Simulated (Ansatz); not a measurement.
Computed with DFT PBE, scalar-relativistic, plane waves, PAW (Ansatz 0.2.0). All cells share a 420 eV cutoff and Γ-centred k meshes spaced at most about 0.3 Å⁻¹ (about 0.25 or finer for metals, 2π included). Collinear spin in cells that started with moments and kept them past the coarse steps, no spin elsewhere.

Temperature and zero-point effects are left out. All come from trial cells, and lower structures may exist.

Problem. Order these relaxed structures of Mn3P2 by energy, lowest first, with the energy over the lowest of them.
A. Space group Pm-3m (No. 221), cubic, a = 4.296 Å. Mn is surrounded by 2 P at 2.15 Å, 4 P at 3.04 Å and 8 Mn at 3.04 Å; P on its first site has 6 Mn at 2.15 Å; around P on its second site lie 12 Mn at 3.04 Å.
B. Space group P-6m2 (No. 187), hexagonal, a = 3.808 Å, c = 4.889 Å. Mn on a site of symmetry 3m is surrounded by 1 Mn at 2.35 Å, 6 P at 2.49–2.54 Å and 4 Mn at 2.54 Å; Mn on a site of symmetry -6m2 has 3 P at 2.20 Å, 2 P at 2.44 Å and 6 Mn at 2.54 Å; around P on its first site lie 8 Mn at 2.44–2.49 Å; P on its second site is surrounded by 3 Mn at 2.20 Å and 6 Mn at 2.54 Å.
C. Space group Pm-3m (No. 221), cubic, a = 4.365 Å. Mn is surrounded by 2 P at 2.18 Å, 4 P at 3.09 Å and 8 Mn at 3.09 Å; P on its first site has 6 Mn at 2.18 Å; P on its second site has 12 Mn at 3.09 Å.

Solution. B (0 meV/atom), C (712 meV/atom), A (788 meV/atom). Forms: B P-6m2, moments up to 1.9 μB; C Pm-3m, moments up to 3.1 μB; A Pm-3m, moments up to 2.7 μB. Counting P atoms around Mn (those within 1.25 times the shortest such distance or 1.15 times the sum of covalent radii, 1.27 where that leaves under three; a plus sign parts nearer from farther groups; a slash parts the counts of unlike sites): B has Mn 3+2/6; C has Mn 2+4; A has Mn 2+4.

The magnetic state reached may not be the lowest. Cells relaxed within their symmetry can be saddle points. Some structure types and database cells were kept out of the candidates from the start, so a known form may be missing.
